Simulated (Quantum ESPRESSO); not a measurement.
# Strain and stress in Al3ZnAs3S

Calculated results; nothing here was measured. They come from pw.x of Quantum ESPRESSO 7.5, a plane-wave density functional program, with PseudoDojo standard norm-conserving files (v0.5 for PBE, v0.4.1 for LDA and PBEsol). The cells are made up: elements, strain and atom displacements were drawn at random, and nothing was relaxed. There is no spin polarisation, spin-orbit coupling or dispersion term.

The cell has 8 sites of a zincblende or diamond lattice. Sites 1 to 4 hold Al Al Zn Al; sites 5 to 8 hold As S As As. Cell vectors in Å: (5.617, -0.099, 0.088); (-0.099, 5.699, -0.052); (0.088, -0.052, 5.642). Settings: PBE, cutoff 1143 eV, 4 x 4 x 4 k mesh shifted by half a step, Fermi-Dirac smearing of 0.025 eV.

Each run adds the same linear strain along x, y and z to one cell, with the atoms carried along; the vectors above are those of run 5. Stress is positive in tension and P is minus a third of its trace. E is the free energy for each atom above the lowest run shown. The last column is band 41 less band 40 at Gamma, from a band step after each run.

```
run  strain (%)  s_xx (GPa)  s_yy (GPa)  s_zz (GPa)  s_xy (GPa)  P (GPa)  E (meV/atom)  level step at Gamma (eV)
  1       -2.46       -8.04       -7.40       -7.90       -2.05     7.78         45.76                     0.965
  2       -2.22       -7.33       -6.68       -7.18       -2.02     7.06         38.72                     0.964
  3       -1.71       -5.89       -5.23       -5.74       -1.96     5.62         25.82                     0.959
  4       -1.34       -4.90       -4.23       -4.75       -1.91     4.63         18.21                     0.952
  5        0.55       -0.55        0.14       -0.39       -1.70     0.27          0.00                     0.870
  7        1.56        1.35        2.04        1.50       -1.59    -1.63          3.03                     0.793
  6        1.23           ?           ?           ?           ?        ?             ?                         ?
```

A rerun of one of these cells at 1437 eV and k mesh 6 x 6 x 6 moved values by no more than 0.007 eV in the cell's energy, 0.02 GPa in stress and 0.002 eV/Å in force.

## Worked fit

A parabola through the six runs shown gives P = 1.41 - 2.19 e + 0.159 e² GPa, with e in per cent and a scatter of 0.02 GPa. A linear strain of 1 % changes the volume by about 3 %, so the bulk modulus of this cell with clamped atoms is about 73 ± 1 GPa at e = 0. The error is the larger of the fit's own and the change that a cubic makes, rounded up.

## Withheld run

Question: what P should run 6 give?

The fit gives -1.04 GPa. The calculation gave -1.04 GPa.

| run | strain (%) | s_xx (GPa) | s_yy (GPa) | s_zz (GPa) | s_xy (GPa) | P (GPa) | E (meV/atom) | level step at Gamma (eV) |
| --- | --- | --- | --- | --- | --- | --- | --- | --- |
| 6 | 1.23 | 0.76 | 1.45 | 0.91 | -1.63 | -1.04 | 1.14 | 0.821 |